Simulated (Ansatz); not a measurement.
A geometry of Ni away from equilibrium: step 2 of the relaxation of a relaxed Ni cell, doubled along one cell vector, shaken by Gaussian noise of σ = 0.08 Å a coordinate. Calculation: r2SCAN (plane waves to 500 eV, PAW, scalar-relativistic; Ansatz, a program for electronic structure). Γ-centred k-mesh 8×16×16 on the run's cell (coarser than for final values), Fermi–Dirac smearing 0.05 eV.

```xyz
2
Lattice="0.0004 3.4802 3.4751 1.7419 -0.0008 1.7385 1.7398 1.7390 0.0013" Properties=species:S:1:pos:R:3:forces:R:3 pbc="T T T" free_energy=-11690.543 pressure_GPa=1.1
Ni    -0.0092     0.0621    -0.0481   -0.3692   -0.0945    0.5211
Ni    -0.0680     1.6962     1.8100    0.3692    0.0945   -0.5211
```

Positions in Å, forces in eV/Å, free energy of the cell in eV (comparable only within this code, potentials and settings). Largest force: 0.65 eV/Å, on Ni1, Ni2 (atoms numbered as listed); the geometry lies 0.02 eV/atom above the end of its relaxation.

Spin-polarised start, with parallel moments on Ni.

Spin state reached: ferromagnetic (net 0.74 μB/atom), from parallel starting moments; other spin orders were not run from this start. r2SCAN tends to overstate moments in metals.

The run could not lose the symmetry of its start.
